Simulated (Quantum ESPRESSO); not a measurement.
pw.x input (Quantum ESPRESSO 7.5; PBEsol, PseudoDojo standard norm-conserving files, scalar-relativistic):

```
&CONTROL
  calculation = 'scf'
  pseudo_dir = './pseudo'
  outdir = './out'
  tprnfor = .true.
  tstress = .true.
/
&SYSTEM
  ibrav = 0
  nat = 2
  ntyp = 2
  ecutwfc = 88.0
  ecutrho = 352.0
  occupations = 'smearing'
  smearing = 'fd'
  degauss = 0.002
  nbnd = 9
/
&ELECTRONS
  conv_thr = 2e-10
/
ATOMIC_SPECIES
H 1.0080 H.upf
Na 22.9898 Na.upf
CELL_PARAMETERS angstrom
  0.000000000000   2.386420000000   2.386420000000
  2.386420000000   0.000000000000   2.386420000000
  2.386420000000   2.386420000000   0.000000000000
ATOMIC_POSITIONS crystal
H   0.500000000000   0.500000000000   0.500000000000
Na   0.000000000000   0.000000000000   0.000000000000
K_POINTS automatic
10 10 10 0 0 0
```

End of the output:

```
     total energy              =     -92.44314039 Ry
     estimated scf accuracy    <       0.00000190 Ry
     total energy              =     -92.44314063 Ry
     estimated scf accuracy    <       0.00000003 Ry
     total energy              =     -92.44314064 Ry
     estimated scf accuracy    <          2.2E-09 Ry
[...]
     the Fermi energy is     3.2412 ev
!    total energy              =     -92.44314064 Ry
     estimated scf accuracy    <          2.6E-11 Ry
     smearing contrib. (-TS)   =       0.00000000 Ry
     internal energy E=F+TS    =     -92.44314064 Ry
     The total energy is F=E-TS. E is the sum of the following terms:
     one-electron contribution =     -70.76786893 Ry
     hartree contribution      =      36.39604655 Ry
     xc contribution           =     -14.21301093 Ry
     ewald contribution        =     -43.85830734 Ry
     convergence has been achieved in   7 iterations
     Forces acting on atoms (cartesian axes, Ry/au):
     atom    1 type  1   force =    -0.00000000    0.00000000    0.00000000
     atom    2 type  2   force =     0.00000000   -0.00000000    0.00000000
     Total force =     0.000000     Total SCF correction =     0.000000
     Computing stress (Cartesian axis) and pressure
          total   stress  (Ry/bohr**3)                   (kbar)     P=        3.11
   0.00002113   0.00000000   0.00000000            3.11        0.00        0.00
   0.00000000   0.00002113   0.00000000            0.00        3.11        0.00
   0.00000000   0.00000000   0.00002113            0.00        0.00        3.11
```
In a gapped system the printed Fermi energy is only some level inside the gap.

Geometry of the Materials Project entry, not relaxed at this level.
